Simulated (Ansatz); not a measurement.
Relaxed-ion elastic tensor of CoSn in space group P6/mmm (No. 191; Co on 3f, Sn on 2d, Sn on 1a) in GPa (Voigt order), plane-wave PAW PBE (Ansatz code); density 8.61 g/cm³, 17.13 Å³ per atom.

```
 220  97.0  66.3   0.0   0.0   0.0
97.0   220  66.3   0.0   0.0   0.0
66.3  66.3   250   0.0   0.0   0.0
 0.0   0.0   0.0  68.6   0.0   0.0
 0.0   0.0   0.0   0.0  68.6   0.0
 0.0   0.0   0.0   0.0   0.0  61.6
```

Task: Is the crystal mechanically stable?

Result: Yes: the smallest eigenvalue of C is 61.6 GPa.

Task: Work out the Voigt, Reuss and Hill averages.

Result: K_V = 128, K_R = 128, K_H = 128; G_V = 70.5, G_R = 69.0, G_H = 69.7 GPa.

Task: Give Young's modulus, Poisson's ratio, Pugh's ratio and the universal anisotropy index.

Result: E = 9KG/(3K + G) = 177 GPa; ν = 0.27; K/G = 1.83 (near the Pugh limit of 1.75, no verdict); A_U = 5G_V/G_R + K_V/K_R − 6 = 0.11.

Task: Estimate the sound speeds and the Debye temperature.

Result: v_l = √((K + 4G/3)/ρ) = 5060 m/s, v_t = √(G/ρ) = 2850 m/s, mean 3170 m/s; Θ = (h/k)(3n/4πV)^(1/3) v_m = 366 K.

Task: Solve the Christoffel equation for the three sound speeds along x, y, z.

Result: Eigenvalues of C_ijkl n_j n_l equal ρv². In km/s, slowest first: x 2.67, 2.82, 5.06; y 2.67, 2.82, 5.06; z 2.82, 2.82, 5.39.

Task: How much does each axis shrink under pressure?

Result: Linear compressibilities β_i = Σ_j S_ij (j = 1 to 3): x 2.6, y 2.6, z 2.6 per TPa.

Symmetry was held in the PBE relaxation; of distortions, only those at the zone centre were tested. The run is not spin-polarised. As this level gives no gap, shear constants depend on the k-mesh and smearing (Fermi–Dirac, 0.1 eV here). On the denser mesh and wider smearing of the elastic run this cell carries a stress of 0.6 GPa. Spin–orbit coupling is left out wherever it is not named.

Potentials: the later of the program's two PAW sets.
